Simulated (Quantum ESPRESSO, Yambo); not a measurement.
KMo2AlO8 (space group P-3m1, No. 164): one geometry, one set of PBEsol (Quantum ESPRESSO, PseudoDojo norm-conserving, 84 Ry, scalar-relativistic) orbitals, self-energies from Yambo (3×3×2 Γ-centred k mesh, bands 3 to 226 and a 6 Ry block in the screening, 226 bands in G with the Bruneval-Gonze terminator, plasmon pole fitted at 27.2 eV).

```json
[
 {"level": "PBEsol (Quantum ESPRESSO)", "gap Γ → Γ (eV)": "3.68"},
 {"level": "exchange only (Hartree-Fock self-energy on PBEsol orbitals)", "gap Γ → Γ (eV)": "13.99"},
 {"level": "static COHSEX@PBEsol", "gap Γ → Γ (eV)": "[?]"},
 {"level": "G0W0@PBEsol, plasmon pole", "gap Γ → Γ (eV)": "[?]"}
]
```

Task: Some entries are withheld; supply them.

Result: 
- static COHSEX@PBEsol, gap Γ → Γ (eV): 7.15
- G0W0@PBEsol, plasmon pole, gap Γ → Γ (eV): 6.34

Bare exchange has no screening and gives the widest gap; static COHSEX screens it but leaves out the frequency dependence, which G0W0 restores.

Nearest settings tried, and what they do to the gap: 97 bands in W, 97 bands in G: +182 meV; 115 bands in W: +79 meV; 1 Ry block (35 vectors against 329): +853 meV. Not varied: mesh. So the settings aren't converged at that level.

Spin-orbit coupling is not included.

Geometry of the Materials Project entry, not relaxed at this level; primitive cell a = b = 5.638 Å, c = 7.318 Å, α = β = 90.00°, γ = 120.00°.

The structure is a Materials Project entry; no match was found in the copy of COD used, and its stability was not checked.
